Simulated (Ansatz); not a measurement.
# Cr3GaN: do energies and stresses tell the same story?

Level of theory: DFT r2SCAN, scalar-relativistic, plane waves, PAW (Ansatz 0.2.0).

Settings: cutoff 500 eV, Γ-centred mesh 10×10×10 on the computed 5-atom cell, Gaussian smearing of 0.10 eV; collinear spin from starting moments 2.65 2.65 2.65 -0.27 -0.2 μB.

Relaxed cell: Pm-3m, a = 3.967 Å, b = 3.967 Å, c = 3.967 Å, α = 90.00°, β = 90.00°, γ = 90.00°, 5 atoms in the primitive cell. Whether it is the stable form of this composition wasn't checked.

Energies at zero smearing and pressures from the stress tensor, at volumes with shape and atoms relaxed:
```
V (Å³/atom) E − E(first) (meV/atom) P (GPa)
     11.736                     0.00     1.09
     12.111                    -3.93     1.45
     12.485                    -5.36     0.01
     12.860                    -4.37    -0.59
     13.234                    -2.35    -1.81
```

Question: Check P = −dE/dV between neighbouring volumes, and get the bulk modulus from the pressures alone.

Answer: With 1 eV/Å³ = 160.2 GPa:
| middle V (Å³/atom) | −ΔE/ΔV (GPa) | mean P (GPa) |
| --- | --- | --- |
| 11.923 | 1.679 | 1.271 |
| 12.298 | 0.614 | 0.729 |
| 12.672 | -0.426 | -0.291 |
| 13.047 | -0.861 | -1.200 |

The two differ by 0.41 GPa at most. The mean of two end pressures misses the average over a step by about ΔV² P″/12, up to 0.37 GPa here; with that taken off 0.12 GPa remains. The stress is the derivative of the free energy, not of the energy at zero smearing, and with free energies 0.04 GPa remains. The largest site moment goes from 1.88 to 2.74 μB along the series, which bends P(V). Around V = 12.485 Å³/atom, the two neighbours give B = −V ΔP/ΔV = 12.485 × 2.04 / 0.749 = 34.0 GPa, against B0 = 27.7 GPa from the Birch–Murnaghan fit of the energies, which describes these points poorly (B0' = 11.0).

The state reached may not be the lowest one. The run saw a state lower than the one given here. Moments started parallel, and an antiferromagnetic order may lie lower.

Only this magnetic start was tried.

Cost: 6 runs of about 8.3 core-minutes in all, on Intel Xeon Platinum 8488C (Sapphire Rapids) (shared hosts).